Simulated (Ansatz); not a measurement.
Method: r2SCAN, no spin polarisation; PAW, plane waves to 500 eV, 4×4×3 Γ-centred mesh, methfessel-paxton occupations (width 0.0134 eV) (Ansatz 0.2.0), atoms fixed.

Computed maps in the lattice plane spanned by a (left to right, 6.89 Å, 21 points from zero) and b (bottom to top, 6.89 Å, 21 points from zero), 110° apart, at height 0.750 along c. The fields are smooth PAW ones with compensation charges, not the true ones near nuclei.

Valence density. Digits on a logarithmic scale: 0 up to 0.03 e/Å³, each further digit a factor of 1.6, 9 from 1.3 e/Å³ up:
```
999996432210000012348
999985554421000012359
999966777642000123469
998678998752001345567
665689999752013566666
445799089742135788765
335799898531246898764
224789986411257898753
024677754101357887531
012455431001245665420
001222211111234443100
000000122322112210000
000001345543100000000
000013567754200000000
100135788864200000011
211246899864100001222
222356888753000012333
333456777541000023333
445666665320000123333
689976543100000123334
999996432000000122346
```

ELF. Ten even steps from '0' (0.00) to '9' (0.91):
```
589641011110000000013
698531367751000000014
565315899983000001113
343158999984001355312
111588679982015788731
103896269960048999862
016997689830179999973
017999998500389999972
017999985100489999861
015888630000278998730
001342000000036886400
000000013420002442000
000001478873000000000
000015899986200000000
000037999998400000000
000058999998400000000
000158999986200000000
000137899874000000000
011113677630000000000
134321232100000000000
456531100000000000001
```

The cell is CdCl₅. Which atoms lie within 0.2 Å of this plane, and where (fractions of a and b)?

Cl at (0.29, 0.71), Cd at (0.07, 0.93). The whole cell:
```xyz
12
Lattice="3.9610 5.6408 0.0000 3.9610 -5.6408 0.0000 2.2067 0.0000 -8.0112" Properties=species:S:1:pos:R:3 pbc="T T T"
Cl    5.6159   -2.3860   -6.0084
Cl    4.5126    2.3860   -2.0028
Cl    3.9841    0.7186   -5.3154
Cl    7.2478    0.7186   -6.7014
Cl    6.1445   -0.7186   -2.6958
Cl    2.8807   -0.7186   -1.3098
Cl    4.8822   -4.1854   -3.5057
Cl    4.1430   -4.1854   -0.4999
Cl    5.2463    4.1854   -4.5055
Cl    5.9856    4.1854   -7.5113
Cd    5.6159   -4.8319   -6.0084
Cd    4.5126    4.8319   -2.0028
```

Origin: a known structure type with other elements, at an estimated volume, so it need not be a known compound. Caveats: many states at the Fermi level without spin polarisation, so a magnetic state may lie lower.
